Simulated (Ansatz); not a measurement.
Ca$_{3}$SnO (anti-perovskite)

```yaml
crystal:
  lattice:
    - [4.70578, 0.00000, 0.00000]
    - [0.00000, 4.70578, 0.00000]
    - [0.00000, 0.00000, 4.70578]
  atoms:
    - { symbol: Ca, position: [0.50000, 0.00000, 0.50000] }
    - { symbol: Ca, position: [0.00000, 0.50000, 0.50000] }
    - { symbol: Ca, position: [0.50000, 0.50000, 0.00000] }
    - { symbol: Sn, position: [0.00000, 0.00000, 0.00000] }
    - { symbol: O, position: [0.50000, 0.50000, 0.50000] }
```

The slice is a {110} plane (indices of the conventional cell) through the point (0.000, 0.500, 0.500) (fractional), spanned by u = [100] and v = [011] in vectors of this cell: u (4.71 Å) and v (6.65 Å, at 90° to u). It covers one period; positions are fractions (u, v).

All values below come from LDA (plane waves to 420 eV, PAW, scalar-relativistic; Ansatz, a first-principles code). k mesh 10×10×10. Inside the PAW spheres the values are not all-electron values, and peaks at nuclei hang on which shells count as valence. At this level the bands of Ca3SnO touch or barely overlap. Ca3SnO was relaxed with its symmetry unable to fall.

Three fields on this plane, each scaled to ten steps between its own extremes (0 low, 9 high; the total valence density on a logarithmic scale, the potential cut 8 eV below its top; x marks points blanked near nuclei; v = 0 in the bottom row):

Map A
```
|xxxxx2xxxxxxxxx2xxxx|
|xxxx035xxxxxxx530xxx|
|xxx00467xxxxx76400xx|
|xx0035777xxx7775300x|
|11245677766677765421|
|55667776655566777665|
|77778776555556778777|
|66778876655566788776|
|12357887665667887532|
|xx01578877677887510x|
|xxx005788888887500xx|
|xxxx0378999998730xxx|
|xxxxx17999999971xxxx|
|xxxxx06999999960xxxx|
|xxxxx17999999971xxxx|
|xxxx0378999998730xxx|
|xxx005788888887500xx|
|xx01578877677887510x|
|12357887665667887532|
|66778876655566788776|
|77778776555556778777|
|55667776655566777665|
|11245677766677765421|
|xx0035777xxx7775300x|
|xxx00467xxxxx76400xx|
|xxxx035xxxxxxx530xxx|
|xxxxx2xxxxxxxxx2xxxx|
|xxxxx1xxxxxxxxx1xxxx|
```

Map B
```
|xxxxx6xxxxxxxxx6xxxx|
|xxxx757xxxxxxx757xxx|
|xxx84357xxxxx75348xx|
|xx6422357xxx7532246x|
|54321112445442111234|
|33221111122211111223|
|44332110000000112334|
|55543211000001123455|
|77654321000001234567|
|xx97643210001234679x|
|xxx975421000124579xx|
|xxxx9643210123469xxx|
|xxxxx75321112357xxxx|
|xxxxx75321112357xxxx|
|xxxxx75321112357xxxx|
|xxxx9643210123469xxx|
|xxx975421000124579xx|
|xx97643210001234679x|
|77654321000001234567|
|55543211000001123455|
|44332110000000112334|
|33221111122211111223|
|54321112445442111234|
|xx6422357xxx7532246x|
|xxx84357xxxxx75348xx|
|xxxx757xxxxxxx757xxx|
|xxxxx6xxxxxxxxx6xxxx|
|xxxxx7xxxxxxxxx7xxxx|
```

Map C
```
|xxxxx0xxxxxxxxx0xxxx|
|xxxx206xxxxxxx602xxx|
|xxx40049xxxxx94004xx|
|xx3000268xxx8620003x|
|11000012345432100001|
|22233211111111123322|
|77787521000001257877|
|99999852000002589999|
|66789984200024899876|
|xx56899731113799865x|
|xxx568985323589865xx|
|xxxx5799743479975xxx|
|xxxxx68975457986xxxx|
|xxxxx58975457985xxxx|
|xxxxx68975457986xxxx|
|xxxx5799743479975xxx|
|xxx568985323589865xx|
|xx56899731113799865x|
|66789984200024899876|
|99999852000002589999|
|77787521000001257877|
|22233211111111123322|
|11000012345432100001|
|xx3000268xxx8620003x|
|xxx40049xxxxx94004xx|
|xxxx206xxxxxxx602xxx|
|xxxxx0xxxxxxxxx0xxxx|
|xxxxx1xxxxxxxxx1xxxx|
```

Question: Assign the maps to these fields: electron localisation function (ELF); valence electron density; electrostatic potential energy of an electron, from the cell's mean.

Answer: A is the electrostatic potential energy of an electron, from the cell's mean; B is the valence electron density; C is the electron localisation function (ELF).
